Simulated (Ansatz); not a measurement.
ZrW2 (cubic Laves (MgCu2 type), space group No. 227), PBE in the plane-wave PAW code Ansatz, all energies at zero smearing, with the estimated change up to a 700 eV cutoff added, with one set of potentials and settings (totals compare only within such a set). Cell of 6 atoms (2 Zr, 4 W): -49907.844 eV.

| element | reference phase | E (eV/atom) |
|---|---|---|
| Zr | P6_3/mmc, 2 atoms in the cell | -4183.8362 |
| W | Im-3m, 1 atoms in the cell | -10384.8193 |

Formation energy per atom, worked out: (-49907.844 − 2×(-4183.8362) − 4×(-10384.8193))/6 = -0.149 eV/atom (-14 kJ per mol of atoms), at 0 K, without zero-point energy or fitted corrections.

Space group Fd-3m (cubic Laves (MgCu2 type)). The first step of the workflow began from a Materials Project structure, measured or hypothetical; the Crystallography Open Database files this formula in space group No. 227, but the cells were not matched. Whether it is the stable phase at ambient conditions was not checked. The PBE relaxation kept the symmetry of its start; its stability against distortions is not shown here. No spin polarisation was allowed. The references are the lowest solids computed at this level, not always the standard phases. Scalar-relativistic: spin–orbit coupling is off unless named, which matters more the heavier the elements.

Potentials: the later of the program's two PAW sets.
